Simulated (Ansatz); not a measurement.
CsSnI3:
```xyz
20
Lattice="10.3759 0.0000 0.0000 0.0000 4.6850 0.0000 0.0000 0.0000 17.5568" Properties=species:S:1:pos:R:3 pbc="T T T"
Cs     9.5238     3.5137    11.7821
Cs     6.0400     1.1712     3.0037
Cs     4.3359     3.5137    14.5532
Cs     0.8521     1.1712     5.7747
I      5.5124     3.5137    10.7816
I     10.0514     1.1712     2.0032
I      0.3245     3.5137    15.5536
I      4.8635     1.1712     6.7752
I      1.6894     3.5137     8.7908
I      3.4985     1.1712     0.0124
I      6.8774     3.5137    17.5444
I      8.6865     1.1712     8.7660
I      2.1229     1.1712    12.4845
I      3.0651     3.5137     3.7061
I      7.3108     1.1712    13.8507
I      8.2530     3.5137     5.0723
Sn     3.5453     1.1712     9.8374
Sn     1.6426     3.5137     1.0590
Sn     8.7332     1.1712    16.4978
Sn     6.8306     3.5137     7.7194
```

Relaxed with PBEsol. Special points in fractions of this cell's reciprocal vectors: Γ (0.000, 0.000, 0.000); X (0.500, 0.000, 0.000); S (0.500, 0.500, 0.000); Y (0.000, 0.500, 0.000); Z (0.000, 0.000, 0.500); U (0.500, 0.000, 0.500); R (0.500, 0.500, 0.500); T (0.000, 0.500, 0.500).

**Question.** List the band energies nearest the valence-band maximum at these points for plane-wave PAW PBEsol (Ansatz code).

**Answer.** In eV from the valence-band maximum; about four levels below and three above (degenerate sets whole), none deeper than 8.9 eV; points with the same levels are listed once.

| k | below | above |
|---|---|---|
| Γ | -0.85 -0.73 -0.54 -0.15 | 2.08 2.14 2.16 |
| X | -0.84 -0.84 -0.13 -0.13 | 1.92 1.92 2.19 2.19 |
| S | -0.29 -0.29 -0.29 -0.29 | 2.90 2.90 2.90 2.90 |
| Y | -0.78 -0.78 -0.23 -0.23 | 2.86 2.86 3.07 3.07 |
| Z | -0.76 -0.76 -0.35 -0.35 | 2.10 2.10 2.18 2.18 |
| U | -0.82 -0.82 -0.15 -0.15 | 1.92 1.92 2.17 2.17 |
| R | -0.28 -0.28 -0.28 -0.28 | 2.89 2.89 2.89 2.89 |
| T | -0.69 -0.69 -0.32 -0.32 | 2.86 2.86 3.11 3.11 |

Space group Pnma. The PBEsol relaxation kept the symmetry of its start. Spin–orbit coupling is left out wherever it is not named.

Potentials: the later of the program's two PAW sets.
